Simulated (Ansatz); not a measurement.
The relaxed structure here is a generated cell of Al: the first start was made by placing the elements on the sites of a structure type, and the end was not matched to a known phase here, so it may be hypothetical. Known forms of Al include space group No. 225.

One starting cell of Al (a generated cell, Al built in the AFLOW prototype A_tP12_96_ab (as in Si)) was relaxed twice with Ansatz (plane waves, PAW, scalar-relativistic): with r2SCAN at 500 eV and with PBE at 420 eV. The r2SCAN result:

```
CELL_PARAMETERS angstrom
      5.06608     0.00000     0.00000
      0.00000     5.06608     0.00000
      0.00000     0.00000     8.14814
ATOMIC_POSITIONS crystal
  Al 0.14051 0.14051 0.00000
  Al 0.64051 0.35949 0.25000
  Al 0.35949 0.64051 0.75000
  Al 0.85949 0.85949 0.50000
  Al 0.13517 0.25819 0.33817
  Al 0.63517 0.24181 0.91183
  Al 0.36483 0.75819 0.41183
  Al 0.86483 0.74181 0.83817
  Al 0.74181 0.86483 0.16183
  Al 0.24181 0.63517 0.08817
  Al 0.75819 0.36483 0.58817
  Al 0.25819 0.13517 0.66183
```

```tsv
quantity	r2SCAN	PBE
space group	P4₃2₁2	P4₃2₁2
volume (Å³/atom)	17.43	…
a (Å)	5.066	…
c (Å)	8.148	…
gap (eV, no spin-orbit coupling)	0.00	…
```

**Question.** Fill in the PBE column.

**Answer.** 
- volume (Å³/atom), PBE: 18.00
- a (Å), PBE: 5.114
- c (Å), PBE: 8.258
- gap (eV, no spin-orbit coupling), PBE: 0.00

Both levels end in the same structure; PBE's volume is 3.3 % larger. Neither column is exact.

No spin polarisation in the result.

The run could not lose the symmetry of its start: the end is stationary, and may be a saddle point rather than a minimum.

Ansatz is an electronic-structure program.
